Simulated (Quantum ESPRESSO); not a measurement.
Rb₂TlGaF₆ has the cubic space group Fm-3m (No. 225), Pearson symbol cF40. Lattice parameters: a = b = c = 9.191 Å, α = β = γ = 90.00°. F on 24e is coordinated by 1 Ga at 1.933 Å and 1 Tl at 2.663 Å and 4 Rb at 3.270 Å (octahedral). Ga on 4a is surrounded by 6 F at 1.933 Å (octahedral). Rb on 8c has 12 F at 3.270 Å. Tl on 4b is coordinated by 6 F at 2.663 Å (octahedral). (Neighbours: up to the widest gap in distance over summed covalent radii, below 1.35, at either atom; cation-cation contacts left out.)
(The calculation used a cell of 10 atoms; values per cell refer to that cell.)

The geometry is that of Materials Project entry mp-989565, symmetrised and not relaxed again.

What does LDA (pw.x of Quantum ESPRESSO, ONCV potentials, scalar-relativistic) give for the electronic structure near the Fermi level?

The LDA gap is indirect, 4.28 eV, from X to L; the smallest direct gap is 4.76 eV. Spin-orbit coupling is left out; with 6p states at a band edge it can lower the gap by many tenths of an eV, most of a small gap.

The structure is a Materials Project entry; no match was found in the copy of COD used, and its stability was not checked.
